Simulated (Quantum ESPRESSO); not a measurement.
# Mo2MgTa3Ti2: one composition in several site orders

A calculation, not a measurement. The program is pw.x of Quantum ESPRESSO 7.5 (plane-wave density functional theory). The cell is made up: eight metal atoms on a hexagonal close-packed lattice, with elements, volume, strain and displacements drawn at random and not relaxed, so it may be unstable or far from any real phase. PseudoDojo standard norm-conserving files set the functional (PBE unless stated); there is no spin polarisation or spin-orbit coupling, the Fermi-Dirac width of 0.25 eV means electrons at about 2900 K, and the masses in the input are unused placeholders. Heavy elements are run without spin-orbit coupling, which real alloys of them have. A spin test at this wide smearing found no moment, but such smearing suppresses magnetism that the real alloy may have.

The runs put one composition on the sites in different orders. Cell, positions, cutoff, mesh and smearing stay as in the input of run 1; sites are counted in its order. Stress in the tables is positive in tension.

Input of run 1:

```
&control calculation='scf', pseudo_dir='./dojo.nc.sr.pbe.v0_5.standard.upf', outdir='./o', disk_io='minimal', tprnfor=.true., tstress=.true. /
&system ibrav=0, nat=8, ntyp=4, nbnd=68, ecutwfc=84.00895049, nosym=.true., tot_charge=0,
 occupations='smearing', smearing='fd', degauss=0.0183746611
/
&electrons conv_thr=1.470e-08, electron_maxstep=70, mixing_beta=0.5 /
ATOMIC_SPECIES
Mg 1.0 Mg.upf
Mo 1.0 Mo.upf
Ta 1.0 Ta.upf
Ti 1.0 Ti.upf
CELL_PARAMETERS angstrom
-2.9444 0.0397 -0.0013
-0.0688 5.1157 -0.0546
1.5023 -2.4733 -9.6906
ATOMIC_POSITIONS angstrom
Mo 0.0162 0.0728 0.0273
Mg -0.0645 1.7434 -2.4288
Mo 0.0289 0.0572 -4.7695
Ta -0.0536 1.6768 -7.3091
Ta -1.5947 2.5417 0.0191
Ti -1.4346 4.3453 -2.5873
Ti -1.3375 2.6782 -4.9524
Ta -1.3597 -0.7884 -7.3285
K_POINTS automatic
8 5 3 1 1 1
```

| run | elements on sites 1 to 8 | free energy less that of run 1 (eV) | -TS (eV) | pressure (GPa) | stress xx (GPa) | stress yy (GPa) | stress zz (GPa) | stress yz (GPa) | stress xz (GPa) | stress xy (GPa) | iterations |
| --- | --- | --- | --- | --- | --- | --- | --- | --- | --- | --- | --- |
| 1 | Mo Mg Mo Ta Ta Ti Ti Ta | 0.000 | -2.168 | -2.18 | 5.19 | 2.31 | -0.95 | -0.32 | -0.70 | 0.38 | 20 |
| 2 | Ta Mg Ti Ta Ta Ti Mo Mo | 0.043 | -2.180 | -2.41 | 4.85 | 2.91 | -0.53 | 0.97 | -1.75 | -0.07 | 22 |
| 3 | Ta Ta Ti Mo Ti Mo Ta Mg | 0.113 | -2.183 | -3.67 | 7.92 | 1.28 | 1.82 | 0.23 | 0.13 | -0.53 | 20 |
| 4 | Ta Ta Mo Ti Ta Mg Ti Mo | 0.158 | -2.164 | -3.31 | 5.04 | 3.10 | 1.79 | 0.11 | -0.75 | 0.30 | 22 |
| 5 | Ta Ta Mg Ti Mo Mo Ti Ta | 0.075 | -2.177 | -3.14 | 5.39 | 4.07 | -0.03 | 1.15 | -0.44 | 0.61 | 22 |
| 6 | Ti Mo Mg Ti Ta Mo Ta Ta | 0.294 | -2.116 | -3.80 | 6.39 | 1.99 | 3.01 | 0.85 | 0.45 | -0.65 | 21 |

Forces Fx Fy Fz (eV/Å):

```
site              run 1              run 2              run 3              run 4              run 5              run 6
   1  -0.02 -0.18 -0.69  -0.20 -0.53 -0.51  -0.19 -0.95 -0.73  -0.04 -0.44 -0.30  -0.05 -0.91 -0.86  -0.22 -0.68 -0.75
   2    0.23 0.03 -0.19    0.23 0.21 -0.46    -0.14 0.29 0.09   0.08 -0.03 -0.35     0.06 0.61 0.12   -0.17 0.06 -0.09
   3   0.20 -0.11 -0.60   0.31 -0.21 -0.95    0.45 0.41 -0.66    0.40 0.70 -1.01    0.51 0.38 -0.80    0.54 0.56 -0.59
   4     0.29 0.29 0.41    -0.04 0.22 0.90    0.06 0.52 -0.12     0.19 0.22 0.36    0.39 0.29 -0.02    0.43 0.44 -0.01
   5    0.10 0.66 -1.10    0.06 0.91 -0.71    0.47 0.79 -0.14    0.19 0.73 -0.47   -0.08 0.78 -0.55    0.24 0.69 -1.06
   6    -0.33 0.23 0.57   -0.52 -0.43 0.43   -0.12 -0.47 0.90   -0.52 -0.49 0.67   -0.25 -0.49 0.95   -0.12 -0.35 0.91
   7   -0.12 -0.18 0.26     0.13 0.28 0.15  -0.02 -0.46 -0.06   -0.25 -0.21 0.07   -0.39 -0.22 0.50   -0.23 -0.17 0.77
   8   -0.35 -0.75 1.35    0.01 -0.45 1.16   -0.51 -0.13 0.72   -0.05 -0.49 1.03   -0.19 -0.42 0.66   -0.47 -0.56 0.84
```

The sites are displaced and not relaxed, so the energy differences mix bonding between neighbours with strain and are not ordering energies. A rerun of one cell of this series at a higher cutoff and on a denser mesh moved values by no more than 0.004 eV in energy, 0.04 GPa in stress and 0.005 eV/Å in force, and a second program with other atomic files agreed on that cell to 2 % rms in force and 0.5 GPa in pressure.